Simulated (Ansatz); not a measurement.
CuCl (CsCl type, Pm-3m) under volume change, DFT-PBEsol in the program Ansatz with PAW potentials, scaled uniformly.

```tsv
V (Å³/atom)	E − E(relaxed) (meV/atom)	P (GPa)
13.766	(withheld)	(withheld)
14.220	14.6	5.50
14.674	3.4	2.49
15.128	0.0	-0.01
15.582	3.1	-2.11
16.036	11.6	-3.85
16.489	(withheld)	(withheld)
```

**Question.** Fill in the missing entries.

**Answer.** 
- 16.489, E − E(relaxed) (meV/atom): 24.6
- 16.489, P (GPa): -5.31
- 13.766, E − E(relaxed) (meV/atom): 35.1
- 13.766, P (GPa): 9.11

**Question.** What does a third-order Birch–Murnaghan fit give for V₀, B₀ and B′?

**Answer.** V₀ = 15.13 Å³/atom, B₀ = 76.3 GPa, B′ = 5.0.

The start of the workflow was typed in or built on a structure type; neither database checked (COD, Materials Project) lists it. It is not the phase usual at ambient conditions (space group No. 216). Symmetry was held in the PBEsol relaxation. At this level the phase is dynamically unstable (imaginary phonons). The workflow began spin-polarised and lost its moments.

Potentials: the later of the program's two PAW sets.
